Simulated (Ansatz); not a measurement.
# CsPbBr3 with iodine replacing Br: field gradients at two levels of theory

Cell: a supercell of CsPbBr3 (cubic perovskite type, Pm-3m) built from a COD entry, with the ions relaxed around the defect (PBE).

Space group I4/mmm (No. 139); a = 11.7400, c = 11.7400 Å.

```
site  Wyckoff  site symmetry       x       y       z
  Cs       8h           m.2m  0.7505  0.2495  0.5000
 Pb5       4e            4mm  0.5000  0.5000  0.7576
 Pb6       4d           -4m2  0.0000  0.5000  0.7500
   I       2a          4/mmm  0.5000  0.5000  0.5000
Br10       4c           mmm.  0.5000  0.0000  0.0000
Br12       2b          4/mmm  0.5000  0.5000  0.0000
Br13      16n            .m.  0.5000  0.2498  0.7513
```

One atom of each set is listed; the run and its k-mesh use a cell of 20 atoms with edges of 10.17, 10.17, 10.17 Å.

First run. Computed with Ansatz: DFT, PBE, plane waves and PAW, scalar-relativistic, 420 eV cutoff, Γ-centred 2×2×2 k-points, Fermi–Dirac smearing 0.01 eV.

```tsv
site	V_zz (10²¹ V/m²)	η
Cs	0.010	0.31
Pb5	-9.73	0.00
Pb6	0.14	0.00
I	27.1	0.00
Br10	19.38	0.02
Br12	18.60	0.00
Br13	19.58	0.02
```

Second run. The same atoms and settings, except that the functional is r2SCAN and the cutoff is 500 eV.

Question: What does the second run give?

Answer: 

| site | V_zz | η | change of V_zz |
| --- | --- | --- | --- |
| Cs | -0.095 | 0.16 | – |
| Pb5 | -10.18 | 0.00 | -0.45 |
| Pb6 | 0.16 | 0.00 | +0.02 |
| I | 25.4 | 0.00 | -1.70 |
| Br10 | 17.87 | 0.02 | -1.51 |
| Br12 | 17.22 | 0.00 | -1.38 |
| Br13 | 18.08 | 0.02 | -1.50 |

The largest change of V_zz along a kept axis is on I, from 27.1 to 25.4. In per cent, |V_zz| changes by +5 on Pb, -6 on I, -8 to -7 on Br (all sites that start above 0.5). On Cs the largest principal value lies along another axis in the second run, so the two V_zz can't be compared directly.

The defect repeats with the cell of 20 atoms, so it feels its images: sites between two images don't show the values beside a lone defect, and zeros or small values of η there can come from the images' arrangement. Br carries a gradient in the pure host already, so the values there aren't the defect's effect alone. The relaxation keeps the site symmetry 4/mmm of the start, so the impurity can't leave its site, and an angle of 180° at it is imposed, not found; a start off the site could end lower. This high-symmetry form of CsPbBr3 is unstable when cold, to tilts of the octahedra. The symmetry of the cell holds that distortion back, wholly or in part, and it would change the field gradients, the more the larger the distortion. Spin–orbit coupling is left out, which shifts gradients on Pb by a few per cent, and by more where contributions nearly cancel.
For the second run: With these PAW files V_zz is typically within 2 to 3 % of all-electron values, but misses above 10 % occur on I.
